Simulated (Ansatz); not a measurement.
LaSi$_{2}$Au$_{2}$:
Space group I4/mmm (No. 139); a = b = 4.381 Å, c = 10.212 Å, α = β = γ = 90.00°

| atom | site | symmetry | x | y | z |
|---|---|---|---|---|---|
| La | 2a | 4/mmm | 0.0000 | 0.0000 | 0.0000 |
| Si | 4e | 4mm | 0.0000 | 0.0000 | 0.3841 |
| Au | 4d | -4m2 | 0.0000 | 0.5000 | 0.2500 |
(The calculation used a cell of 5 atoms; values per cell refer to that cell.)

Relaxed at zero pressure with r²SCAN in the plane-wave PAW code Ansatz.

### Question
The volume is raised by 6 % and shape and atoms relax at that volume. What pressure results, and how do the axes share the change?

### Answer
-5.9 GPa; a 2.3 %, b 2.3 %, c 1.3 %; the energy rises by 23 meV/atom.

### Question
Give the new structure.

### Answer

Space group I4/mmm (No. 139); a = 4.4817 Å, b = 4.4817 Å, c = 10.3450 Å, α = 90.00°, β = 90.00°, γ = 90.00°

```tsv
atom	site	symmetry	x	y	z
La	2a	4/mmm	0.0000	0.0000	0.0000
Si	4e	4mm	0.0000	0.0000	0.3831
Au	4d	-4m2	0.0000	0.5000	0.2500
```

The phase is kept; no other phase was compared at this pressure.

The workflow started from an entry of the Crystallography Open Database (COD). Its standing as an ambient phase is unchecked. Symmetry was held in the r²SCAN relaxation; its stability against distortions is not shown here. Scalar-relativistic: spin–orbit coupling is off unless named, which matters more the heavier the elements.

Potentials: the later of the program's two PAW sets.
